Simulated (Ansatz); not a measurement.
SrO (rock salt, Fm-3m) under volume change, the program Ansatz at the r²SCAN level (PAW), scaled uniformly.

```tsv
V (Å³/atom)	E − E(relaxed) (meV/atom)	P (GPa)
15.630	48.2	10.89
16.146	20.2	6.65
16.661	4.8	3.05
17.176	0.0	0.00
17.692	4.3	-2.59
18.207	16.3	-4.79
18.722	34.7	-6.66
```

What does a third-order Birch–Murnaghan fit give for V₀, B₀ and B′?

V₀ = 17.18 Å³/atom, B₀ = 93.6 GPa, B′ = 4.5.

Symmetry was held in the r²SCAN relaxation; phonons on a q-mesh show no instability.

Potentials: the earlier of the program's two PAW sets.
